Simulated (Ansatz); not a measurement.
# Eu3Mg8Sb8: frames of a relaxation, V_Eu, charge +0, atoms relaxed at the host's cell

Level of theory: r2SCAN, collinear spin, scalar-relativistic; Ansatz, plane waves to 500 eV (PAW set soft_2), k-mesh 3×3×3.

Positions in Å and forces in eV/Å; free energies count from the last frame.

```
19
Lattice="0.000 0.000 -7.710 -4.702 8.145 0.000 9.405 0.000 0.000" Properties=species:S:1:pos:R:3:forces:R:3 pbc="T T T" step=1 dE=0.073eV
Eu    4.702    0.000    0.000    0.000    0.000    0.000
Eu   -2.351    4.072    0.000    0.000    0.000    0.000
Eu    0.000    0.000    0.000    0.000    0.000    0.000
Mg    0.000    2.715   -2.852    0.143    0.083    0.042
Mg   -2.351    6.787   -2.852    0.000    0.000    0.079
Mg    4.702    2.715   -2.852   -0.143    0.083    0.042
Mg    2.351    6.787   -2.852    0.000   -0.166    0.042
Mg    2.351    1.357   -4.858    0.000    0.166   -0.042
Mg    0.000    5.430   -4.858    0.143   -0.083   -0.042
Mg    7.054    1.357   -4.858    0.000    0.000   -0.079
Mg    4.702    5.430   -4.858   -0.143   -0.083   -0.042
Sb    2.351    1.357   -1.949    0.000   -0.118    0.087
Sb    0.000    5.430   -1.949   -0.102    0.059    0.087
Sb    7.054    1.357   -1.949    0.000    0.000    0.406
Sb    4.702    5.430   -1.949    0.102    0.059    0.087
Sb    0.000    2.715   -5.762   -0.102   -0.059   -0.087
Sb   -2.351    6.787   -5.762    0.000    0.000   -0.406
Sb    4.702    2.715   -5.762    0.102   -0.059   -0.087
Sb    2.351    6.787   -5.762    0.000    0.118   -0.087
```

```
19
Lattice="0.000 0.000 -7.710 -4.702 8.145 0.000 9.405 0.000 0.000" Properties=species:S:1:pos:R:3:forces:R:3 pbc="T T T" step=2 dE=0.020eV
Eu    4.702    0.000    0.000    0.000    0.000    0.000
Eu   -2.351    4.072    0.000    0.000    0.000    0.000
Eu    0.000    0.000    0.000    0.000    0.000    0.000
Mg    0.039    2.737   -2.820   -0.006   -0.003    0.028
Mg   -2.351    6.787   -2.908    0.000    0.000   -0.085
Mg    4.664    2.737   -2.820    0.006   -0.003    0.028
Mg    2.351    6.743   -2.820    0.000    0.007    0.028
Mg    2.351    1.402   -4.890    0.000   -0.007   -0.028
Mg    0.039    5.408   -4.890   -0.006    0.003   -0.028
Mg    7.054    1.357   -4.803    0.000    0.000    0.085
Mg    4.664    5.408   -4.890    0.006    0.003   -0.028
Sb    2.351    1.305   -1.935    0.000    0.104   -0.132
Sb   -0.045    5.456   -1.935    0.090   -0.052   -0.132
Sb    7.054    1.357   -1.820    0.000    0.000   -0.215
Sb    4.748    5.456   -1.935   -0.090   -0.052   -0.132
Sb   -0.045    2.689   -5.776    0.090    0.052    0.132
Sb   -2.351    6.787   -5.891    0.000    0.000    0.215
Sb    4.748    2.689   -5.776   -0.090    0.052    0.132
Sb    2.351    6.840   -5.776    0.000   -0.104    0.132
```

```
19
Lattice="0.000 0.000 -7.710 -4.702 8.145 0.000 9.405 0.000 0.000" Properties=species:S:1:pos:R:3:forces:R:3 pbc="T T T" step=4 dE=0.000eV
Eu    4.702    0.000    0.000    0.000    0.000    0.000
Eu   -2.351    4.072    0.000    0.000    0.000    0.000
Eu    0.000    0.000    0.000    0.000    0.000    0.000
Mg    0.036    2.736   -2.817    0.006    0.003    0.014
Mg   -2.351    6.787   -2.910    0.000    0.000   -0.022
Mg    4.667    2.736   -2.817   -0.006    0.003    0.014
Mg    2.351    6.746   -2.817    0.000   -0.007    0.014
Mg    2.351    1.399   -4.894    0.000    0.007   -0.014
Mg    0.036    5.409   -4.894    0.006   -0.003   -0.014
Mg    7.054    1.357   -4.801    0.000    0.000    0.022
Mg    4.667    5.409   -4.894   -0.006   -0.003   -0.014
Sb    2.351    1.317   -1.955    0.000    0.009   -0.004
Sb   -0.035    5.450   -1.955    0.007   -0.004   -0.004
Sb    7.054    1.357   -1.852    0.000    0.000   -0.014
Sb    4.737    5.450   -1.955   -0.007   -0.004   -0.004
Sb   -0.035    2.695   -5.756    0.007    0.004    0.004
Sb   -2.351    6.787   -5.858    0.000    0.000    0.014
Sb    4.737    2.695   -5.756   -0.007    0.004    0.004
Sb    2.351    6.828   -5.756    0.000   -0.009    0.004
```

Caveats: 4f shell without a U, which puts 4f levels too near the Fermi level; a carrier lies in a band of the host or at its edge, so the energy may hold band filling; open f or d shells may hold a state above the lowest.
